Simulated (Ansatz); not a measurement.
SnAu:
```
CELL_PARAMETERS angstrom
      4.33709     0.00000     0.00000
     -2.16855     3.75603     0.00000
      0.00000     0.00000     5.54673
ATOMIC_POSITIONS crystal
  Sn 0.66667 0.33333 0.75000
  Sn 0.33333 0.66667 0.25000
  Au 0.00000 0.00000 0.50000
  Au 0.00000 0.00000 0.00000
```

Relaxed with PBEsol. Special points in fractions of this cell's reciprocal vectors: Γ (0.000, 0.000, 0.000); M (0.500, 0.000, 0.000); K (0.333, 0.333, 0.000); A (0.000, 0.000, 0.500); L (0.500, 0.000, 0.500); H (0.333, 0.333, 0.500).

Question: List the band energies nearest the Fermi level at these points for plane-wave PAW PBEsol with spin–orbit coupling (Ansatz code).

Answer: In eV from the Fermi level; about four levels below and three above (degenerate sets whole), none deeper than 8.9 eV; points with the same levels are listed once.

| k | below | above |
|---|---|---|
| Γ | -3.33 -3.33 -0.81 -0.81 | 0.33 0.33 1.29 1.29 |
| M | -1.70 -1.70 -1.07 -1.07 | 0.81 0.81 3.68 3.68 |
| K | -0.23 -0.23 -0.13 -0.13 | 0.84 0.84 1.05 1.05 |
| A | -4.46 -4.46 -4.46 -4.46 | 0.08 0.08 0.08 0.08 |
| L | -3.59 -3.59 -3.59 -3.59 | 0.55 0.55 0.55 0.55 |
| H | -2.21 -2.21 -2.15 -2.15 | 4.91 4.91 5.01 5.01 |

Space group P6_3/mmc (NiAs type). The first step of the workflow began from a Materials Project structure, measured or hypothetical; the Crystallography Open Database files this formula in space group No. 194, but the cells were not matched. Its standing as an ambient phase is unchecked. Symmetry was held in the PBEsol relaxation; of distortions, only those at the zone centre were tested.

Potentials: the later of the program's two PAW sets.
